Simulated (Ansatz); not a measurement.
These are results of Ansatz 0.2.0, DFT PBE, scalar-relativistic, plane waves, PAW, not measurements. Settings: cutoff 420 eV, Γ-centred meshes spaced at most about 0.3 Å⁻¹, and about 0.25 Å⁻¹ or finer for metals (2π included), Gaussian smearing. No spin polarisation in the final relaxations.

All energies are static (0 K, no zero-point motion). All come from trial cells, and lower structures may exist.

Question: Order these relaxed structures of Bi2TeO3 by energy, lowest first, with the energy over the lowest of them.
A.

Space group P-62m (No. 189). a = 6.514 Å, b = 6.514 Å, c = 8.690 Å, α = 90.00°, β = 90.00°, γ = 120.00°
| atom | site | symmetry | x | y | z |
| --- | --- | --- | --- | --- | --- |
| Bi | 2e | 3.m | 0.0000 | 0.0000 | 0.1633 |
| Te | 1b | -62m | 0.0000 | 0.0000 | 0.5000 |
| O | 3f | m2m | 0.2428 | 0.0000 | 0.0000 |

B.

Space group P-4m2 (No. 115). a = 3.516 Å, b = 3.516 Å, c = 8.698 Å, α = 90.00°, β = 90.00°, γ = 90.00°
```csv
atom,site,symmetry,x,y,z
Bi,2g,2mm.,0.0000,0.5000,0.6662
Te,1a,-4m2,0.0000,0.0000,0.0000
O,1b,-4m2,0.5000,0.5000,0.0000
O,2g,2mm.,0.0000,0.5000,0.3993
```

C.

Space group P-3m1 (No. 164). a = 3.567 Å, b = 3.567 Å, c = 13.258 Å, α = 90.00°, β = 90.00°, γ = 120.00°
```
atom  site  symmetry       x       y       z
  Bi    2d       3m. 0.3333  0.6667  0.6236
  Te    1a      -3m. 0.0000  0.0000  0.0000
   O    1b      -3m. 0.0000  0.0000  0.5000
   O    2d       3m. 0.3333  0.6667  0.3040
```

D.

Space group P6/mmm (No. 191). a = 6.280 Å, b = 6.280 Å, c = 3.228 Å, α = 90.00°, β = 90.00°, γ = 120.00°
```csv
atom,site,symmetry,x,y,z
Bi,2c,-6m2,0.3333,0.6667,0.0000
Te,1a,6/mmm,0.0000,0.0000,0.0000
O,3g,mmm,0.5000,0.0000,0.5000
```

Answer: C (0 meV/atom), D (80 meV/atom), B (106 meV/atom), A (420 meV/atom). Forms: C P-3m1; D P6/mmm; B P-4m2; A P-62m. Counting O or Te atoms around Bi (for each partner element, those within 1.25 times its shortest distance or 1.15 times the sum of covalent radii, where it is the nearest in units of that sum or under 1.3; a plus sign parts groups by distance over the sum of covalent radii): C has Bi 3+3; D has Bi 9; B has Bi 7; A has Bi 4.

No dispersion correction is applied, so the spacing and binding between layers, chains or molecules are poorly described (P-3m1, P-62m), and this can change margins and order among such cells. These runs have no spin–orbit coupling, which can matter for Bi and Te. Cells relaxed within their symmetry can be saddle points. Some structure types and database cells were kept out of the candidates from the start, so a known form may be missing.
